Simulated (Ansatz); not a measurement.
Put Al4O in P6/mmm (No. 191): Al on 3g and 1b; O on 1a.

All numbers below come from Ansatz 0.2.0, DFT PBE, scalar-relativistic, plane waves, PAW. Cutoff 420 eV, Γ-centred mesh, Gaussian smearing, no spin polarisation.

The zero of energy is the elements' standard structures at the same level (O₂ as a molecule); no fitted shifts are applied.

Task: Give the relaxed lattice parameters and positions.

Result:

Space group P6/mmm (No. 191). a = 5.659 Å, b = 5.659 Å, c = 3.412 Å, α = 90.00°, β = 90.00°, γ = 120.00°
```tsv
atom	site	symmetry	x	y	z
Al	3g	mmm	0.5000	0.0000	0.5000
Al	1b	6/mmm	0.0000	0.0000	0.5000
O	1a	6/mmm	0.0000	0.0000	0.0000
```

Al on a site of symmetry mmm is surrounded by 6 Al at 2.83 Å, 4 O at 3.30 Å and 2 Al at 3.41 Å; around Al on a site of symmetry 6/mmm lie 2 O at 1.71 Å and 6 Al at 2.83 Å; O is surrounded by 2 Al at 1.71 Å and 12 Al at 3.30 Å. Another local minimum with the same sites may exist.

Task: And its energy and gap?

Result: The formation energy is −0.26 eV/atom. The gap on the 12×12×12 mesh of the 5-atom cell is 0 eV (a metal). Whether it is stable depends on the other phases of the system, which aren't compared here.

The last run used Gaussian smearing of 0.10 eV. The cell is a metal run without spin; a magnetic state may lie lower. A later test with randomly moved atoms led to a structure 324 meV/atom lower, so this end is a saddle point or a shallow minimum.
